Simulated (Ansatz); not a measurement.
# Response of LiPb to small distortions

```yaml
crystal:
  lattice:
    - [3.52200, 0.00000, 0.00000]
    - [0.00000, 3.52200, 0.00000]
    - [0.00000, 0.00000, 3.52200]
  atoms:
    - { symbol: Li, position: [0.50000, 0.50000, 0.50000] }
    - { symbol: Pb, position: [0.00000, 0.00000, 0.00000] }
```

Atoms are numbered in the order listed.

Conventional cell: a = 3.522 Å, b = 3.522 Å, c = 3.522 Å, α = 90.00°, β = 90.00°, γ = 90.00°. Li (atom 1) is surrounded by 8 Pb at 3.05 Å. Pb (atom 2) is surrounded by 8 Li at 3.05 Å.

The cell is COD entry 1522614, as deposited and not checked against the literature; nothing was relaxed. It is an old determination, and later ones may differ.

Spin–orbit coupling is left out, though it moves levels of the heavy atoms by tenths of an eV or more.

Computed with Ansatz 0.2.0, DFT, LDA, all-electron LAPW, scalar-relativistic.

The runs use a Γ-centred 10×10×10 k mesh, Fermi–Dirac smearing of 0.03 eV, basis error target 0.5 meV/atom, no spin polarisation.

The unchanged cell is at -2.04 GPa.

In a metal, stresses and small energies carry noise from the k mesh.

x, y and z are the Cartesian axes of the cell as listed; fractional coordinates follow a strain, and an engineering shear is twice the off-diagonal strain component.

(1) One change gave: energy change under 1 meV/atom; stress change (xx, yy, zz, yz, xz, xy) 0.01, 0.01, 0.01, 0.13, 0.13, 0.13 GPa, compression positive. Which change was it?
A. equal xy, yz and zx engineering shear strains of -1 %
B. equal xy, yz and zx engineering shear strains of +1 %
C. equal xy, yz and zx engineering shear strains of -2 %
D. equal xy, yz and zx engineering shear strains of +2 %

Results:

(1) A. For equal xy, yz and zx engineering shear strains of -2 %: energy change +1 meV/atom; stress change (xx, yy, zz, yz, xz, xy) 0.03, 0.03, 0.03, 0.33, 0.33, 0.33 GPa, compression positive. For equal xy, yz and zx engineering shear strains of +1 %: energy change under 1 meV/atom; stress change (xx, yy, zz, yz, xz, xy) 0.01, 0.01, 0.01, -0.13, -0.13, -0.13 GPa, compression positive. For equal xy, yz and zx engineering shear strains of +2 %: energy change under 1 meV/atom; stress change (xx, yy, zz, yz, xz, xy) 0.03, 0.03, 0.03, -0.28, -0.28, -0.28 GPa, compression positive.
